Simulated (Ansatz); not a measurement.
## Eigenvalues along a path: Sn (hcp type)

```xyz
2
Lattice="3.3682 0.0000 0.0000 -1.6841 2.9170 0.0000 0.0000 0.0000 5.3447" Properties=species:S:1:pos:R:3 pbc="T T T"
Sn    0.0000    1.9446    1.3362
Sn    1.6841    0.9723    4.0085
```

The cell comes from a relaxation on PAW files under the same functional, begun from a prototype that needn't be the stable phase.

Computed with Ansatz 0.2.0; functional PBEsol, scalar-relativistic. Settings: a Γ-centred 13×13×7 k mesh, Fermi–Dirac smearing of 0.1 eV, no spin polarisation. Methods: LAPW: all electrons, basis error target 1 meV/atom.

Spin–orbit coupling is left out, which matters for the heavy atoms.

Path points, in fractions of the reciprocal vectors: Γ (0.000, 0.000, 0.000), M (0.500, 0.000, 0.000), K (0.333, 0.333, 0.000), A (0.000, 0.000, 0.500), L (0.500, 0.000, 0.500), H (0.333, 0.333, 0.500). Levels in eV from the Fermi level; bands 9 to 25, counted from the lowest band of the run. The gap is zero, the pressure -0.01 GPa.

```
# k(1/Å) point b9 b10 b11 b12 b13 b14 b15 b16 b17 b18 b19 b20 b21 b22 b23 b24 b25
0.000 Γ -21.49 -21.48 -21.47 -21.47 -21.46 -21.46 -21.44 -21.44 -21.32 -21.32 -11.40 -6.55 -4.73 5.56 5.56 7.47 7.47
0.154 - -21.49 -21.48 -21.46 -21.46 -21.45 -21.45 -21.45 -21.45 -21.33 -21.32 -11.30 -6.47 -4.63 4.46 5.10 6.95 7.73
0.308 - -21.50 -21.48 -21.45 -21.45 -21.45 -21.44 -21.44 -21.43 -21.34 -21.32 -11.02 -6.22 -4.33 2.52 4.28 5.85 7.73
0.462 - -21.52 -21.47 -21.47 -21.46 -21.45 -21.41 -21.41 -21.40 -21.36 -21.31 -10.55 -5.82 -3.83 0.53 3.47 4.41 6.36
0.615 - -21.54 -21.48 -21.47 -21.47 -21.43 -21.38 -21.38 -21.37 -21.37 -21.31 -9.89 -5.29 -3.15 -1.31 2.77 2.79 4.79
0.769 - -21.56 -21.50 -21.48 -21.47 -21.42 -21.39 -21.35 -21.35 -21.34 -21.31 -9.05 -4.87 -2.70 -2.32 1.15 2.28 3.26
0.923 - -21.57 -21.51 -21.49 -21.47 -21.40 -21.40 -21.33 -21.33 -21.32 -21.31 -8.07 -5.39 -2.78 -1.42 -0.33 1.93 1.97
1.077 M -21.57 -21.52 -21.49 -21.47 -21.40 -21.40 -21.33 -21.32 -21.31 -21.31 -7.34 -6.16 -2.17 -1.28 -0.88 1.24 1.86
1.166 - -21.57 -21.52 -21.49 -21.47 -21.40 -21.40 -21.33 -21.32 -21.31 -21.31 -7.31 -6.13 -2.16 -1.24 -0.84 1.25 1.51
1.255 - -21.56 -21.52 -21.48 -21.46 -21.40 -21.40 -21.35 -21.32 -21.32 -21.31 -7.22 -6.06 -2.14 -1.14 -0.74 0.76 1.29
1.343 - -21.54 -21.53 -21.47 -21.45 -21.41 -21.40 -21.36 -21.32 -21.32 -21.31 -7.07 -5.95 -2.16 -0.98 -0.57 -0.01 1.33
1.432 - -21.54 -21.52 -21.46 -21.44 -21.41 -21.40 -21.37 -21.33 -21.32 -21.31 -6.87 -5.81 -2.36 -0.76 -0.53 -0.33 1.36
1.521 - -21.54 -21.49 -21.45 -21.44 -21.42 -21.39 -21.39 -21.34 -21.32 -21.31 -6.61 -5.69 -2.80 -0.64 -0.48 -0.03 1.31
1.610 - -21.55 -21.47 -21.45 -21.44 -21.43 -21.41 -21.38 -21.34 -21.33 -21.32 -6.29 -5.68 -3.25 -0.48 -0.18 0.33 1.12
1.699 K -21.55 -21.45 -21.45 -21.44 -21.44 -21.41 -21.38 -21.34 -21.34 -21.32 -5.93 -5.93 -3.43 -0.16 -0.16 0.69 0.75
1.876 - -21.54 -21.47 -21.46 -21.45 -21.42 -21.39 -21.38 -21.35 -21.32 -21.31 -7.03 -5.11 -2.90 -1.37 -0.35 0.75 1.48
2.054 - -21.53 -21.49 -21.48 -21.47 -21.40 -21.40 -21.38 -21.36 -21.32 -21.31 -8.29 -4.57 -2.00 -1.78 -1.55 1.95 2.71
2.232 - -21.50 -21.50 -21.49 -21.47 -21.42 -21.40 -21.38 -21.37 -21.34 -21.31 -9.39 -4.93 -2.64 -1.22 -0.34 3.37 4.14
2.409 - -21.50 -21.50 -21.48 -21.46 -21.43 -21.42 -21.39 -21.38 -21.36 -21.31 -10.27 -5.58 -3.53 0.35 1.33 4.94 5.68
2.587 - -21.49 -21.49 -21.46 -21.46 -21.44 -21.44 -21.42 -21.42 -21.34 -21.32 -10.89 -6.11 -4.19 2.26 3.13 6.35 7.05
2.765 - -21.49 -21.48 -21.46 -21.46 -21.45 -21.45 -21.45 -21.45 -21.33 -21.32 -11.27 -6.44 -4.60 4.27 4.82 7.05 7.60
2.942 Γ -21.49 -21.48 -21.47 -21.47 -21.46 -21.46 -21.44 -21.44 -21.32 -21.32 -11.40 -6.55 -4.73 5.56 5.56 7.47 7.47
3.026 - -21.49 -21.48 -21.47 -21.47 -21.46 -21.46 -21.44 -21.44 -21.32 -21.32 -11.37 -6.83 -4.39 5.58 5.58 7.46 7.46
3.110 - -21.49 -21.48 -21.48 -21.48 -21.46 -21.46 -21.43 -21.43 -21.32 -21.32 -11.28 -7.40 -3.66 5.65 5.65 7.37 7.41
3.194 - -21.49 -21.48 -21.48 -21.48 -21.46 -21.46 -21.41 -21.41 -21.33 -21.33 -11.14 -8.00 -2.78 5.77 5.77 6.24 7.32
3.278 - -21.49 -21.49 -21.49 -21.48 -21.47 -21.47 -21.40 -21.40 -21.33 -21.33 -10.94 -8.57 -1.81 5.04 5.92 5.92 7.18
3.362 - -21.49 -21.49 -21.48 -21.48 -21.47 -21.47 -21.39 -21.39 -21.34 -21.34 -10.69 -9.10 -0.78 3.82 6.11 6.11 7.01
3.446 - -21.49 -21.49 -21.48 -21.48 -21.48 -21.48 -21.37 -21.37 -21.35 -21.35 -10.38 -9.58 0.30 2.61 6.33 6.33 6.79
3.530 A -21.48 -21.48 -21.48 -21.48 -21.48 -21.48 -21.36 -21.36 -21.36 -21.36 -10.01 -10.01 1.44 1.44 6.56 6.56 6.56
3.684 - -21.49 -21.49 -21.48 -21.48 -21.47 -21.47 -21.36 -21.36 -21.36 -21.36 -9.91 -9.91 1.50 1.50 5.63 5.63 6.26
3.838 - -21.50 -21.50 -21.46 -21.46 -21.46 -21.46 -21.37 -21.37 -21.36 -21.36 -9.63 -9.63 1.66 1.66 3.88 3.88 5.59
3.992 - -21.51 -21.51 -21.46 -21.46 -21.44 -21.44 -21.36 -21.36 -21.36 -21.36 -9.16 -9.16 1.31 1.31 2.66 2.66 4.87
4.146 - -21.52 -21.52 -21.47 -21.47 -21.42 -21.42 -21.35 -21.35 -21.35 -21.35 -8.51 -8.51 -0.30 -0.30 2.91 2.91 4.23
4.300 - -21.53 -21.53 -21.48 -21.48 -21.41 -21.41 -21.34 -21.34 -21.33 -21.33 -7.68 -7.68 -1.98 -1.98 3.44 3.44 3.75
4.453 - -21.53 -21.53 -21.49 -21.49 -21.40 -21.40 -21.32 -21.32 -21.32 -21.32 -6.76 -6.76 -3.45 -3.45 3.45 3.45 3.92
4.607 L -21.53 -21.53 -21.50 -21.50 -21.40 -21.40 -21.32 -21.32 -21.31 -21.31 -6.16 -6.16 -4.23 -4.23 3.35 3.35 4.13
4.696 - -21.53 -21.53 -21.49 -21.49 -21.41 -21.41 -21.32 -21.32 -21.31 -21.31 -6.13 -6.13 -4.20 -4.20 2.78 2.78 4.42
4.785 - -21.52 -21.52 -21.49 -21.49 -21.41 -21.41 -21.33 -21.33 -21.31 -21.31 -6.05 -6.05 -4.10 -4.10 1.83 1.83 4.71
4.874 - -21.52 -21.52 -21.48 -21.48 -21.41 -21.41 -21.34 -21.34 -21.31 -21.31 -5.93 -5.93 -3.94 -3.94 0.83 0.83 4.93
4.963 - -21.51 -21.51 -21.46 -21.46 -21.42 -21.42 -21.35 -21.35 -21.31 -21.31 -5.76 -5.76 -3.73 -3.73 -0.15 -0.15 5.12
5.051 - -21.51 -21.51 -21.44 -21.44 -21.42 -21.42 -21.36 -21.36 -21.31 -21.31 -5.56 -5.56 -3.47 -3.47 -1.03 -1.03 5.31
5.140 - -21.51 -21.51 -21.43 -21.43 -21.41 -21.41 -21.38 -21.38 -21.32 -21.32 -5.38 -5.38 -3.22 -3.22 -1.73 -1.73 5.46
5.229 H -21.51 -21.51 -21.43 -21.43 -21.40 -21.40 -21.39 -21.39 -21.32 -21.32 -5.28 -5.28 -3.12 -3.12 -2.02 -2.02 5.52
5.407 - -21.51 -21.51 -21.43 -21.43 -21.42 -21.42 -21.38 -21.38 -21.31 -21.31 -5.83 -5.83 -2.88 -2.88 -1.35 -1.35 5.20
5.584 - -21.51 -21.51 -21.45 -21.45 -21.42 -21.42 -21.38 -21.38 -21.31 -21.31 -6.95 -6.95 -1.87 -1.87 -0.16 -0.16 4.43
5.762 - -21.51 -21.51 -21.46 -21.46 -21.42 -21.42 -21.38 -21.38 -21.32 -21.32 -8.01 -8.01 -0.46 -0.46 1.22 1.22 3.65
5.940 - -21.51 -21.51 -21.46 -21.46 -21.43 -21.43 -21.38 -21.38 -21.34 -21.34 -8.88 -8.88 1.10 1.10 2.43 2.43 3.46
6.117 - -21.50 -21.50 -21.47 -21.47 -21.45 -21.45 -21.37 -21.37 -21.36 -21.36 -9.50 -9.50 1.71 1.71 3.57 3.57 4.76
6.295 - -21.49 -21.49 -21.48 -21.48 -21.47 -21.47 -21.36 -21.36 -21.36 -21.36 -9.88 -9.88 1.53 1.53 5.43 5.43 6.09
6.473 A -21.48 -21.48 -21.48 -21.48 -21.48 -21.48 -21.36 -21.36 -21.36 -21.36 -10.01 -10.01 1.44 1.44 6.56 6.56 6.56
```
